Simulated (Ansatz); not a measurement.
PbS:
Space group Fm-3m (No. 225); a = b = c = 6.0087 Å, α = β = γ = 90.00°

| atom | site | symmetry | x | y | z |
|---|---|---|---|---|---|
| Pb | 4a | m-3m | 0.0000 | 0.0000 | 0.0000 |
| S | 4b | m-3m | 0.5000 | 0.5000 | 0.5000 |
(The calculation used a cell of 2 atoms; values per cell refer to that cell.)

Relaxed with PBE. PBE in the plane-wave PAW code Ansatz gives a gap of 0.49 eV.

Task: What gap does HSE06 give on the same cell (Ansatz, PAW)?

Result: 0.94 eV, 0.45 eV more. The hybrid was solved on a coarser mesh and at special points; its gap is the smallest among all of these.

| k | v1 PBE | c1 PBE | v1 HSE06 | c1 HSE06 |
|---|---|---|---|---|
| Γ | -1.95 | 5.13 | ___ | ___ |
| X | -3.16 | 4.06 | ___ | ___ |
| L | 0.00 | 0.49 | 0.00 | 0.94 |
| W | -0.91 | 2.24 | ___ | ___ |
| K | -2.30 | 3.36 | ___ | ___ |

Task: Top valence (v1) and lowest conduction level (c1) in eV from each method's valence maximum (which need not be a listed point): supply the withheld HSE06 values.

Result: 
- X, v1 HSE06: -3.62
- X, c1 HSE06: 4.58
- W, v1 HSE06: -1.10
- W, c1 HSE06: 2.82
- Γ, v1 HSE06: -2.30
- Γ, c1 HSE06: 5.96
- K, v1 HSE06: -2.56
- K, c1 HSE06: 3.99

Cost on shared cores: the PBE run (SCF on a 8×8×8 mesh, then bands and DOS) roughly 16 core-seconds, the HSE06 run (SCF on 6×6×6, then a few points) roughly 2.9 core-minutes; the tasks are unlike.

Symmetry was held in the PBE relaxation; of distortions, only those at the zone centre were tested. Spin–orbit coupling is left out wherever it is not named.

Potentials: the later of the program's two PAW sets.
